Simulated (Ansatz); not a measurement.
Given:

CdS:
```xyz
4
Lattice="4.1641 0.0000 0.0000 -2.0821 3.6063 0.0000 0.0000 0.0000 6.7658" Properties=species:S:1:pos:R:3 pbc="T T T"
Cd     2.0821     1.2021     0.0073
Cd     0.0000     2.4042     3.3902
S      2.0821     1.2021     4.2227
S      0.0000     2.4042     0.8398
```

This is the r²SCAN-relaxed structure.

Problem. All from the program Ansatz at the r²SCAN level (PAW), unless another level is named. Give the highest zone-centre frequency (without LO–TO term).

Solution. 295 cm^-1.

Problem. And the Young's modulus?

Solution. 46.3 GPa.

Space group P6_3mc (wurtzite). Symmetry was held in the r²SCAN relaxation; phonons on a q-mesh show no instability.

Potentials: the later of the program's two PAW sets.
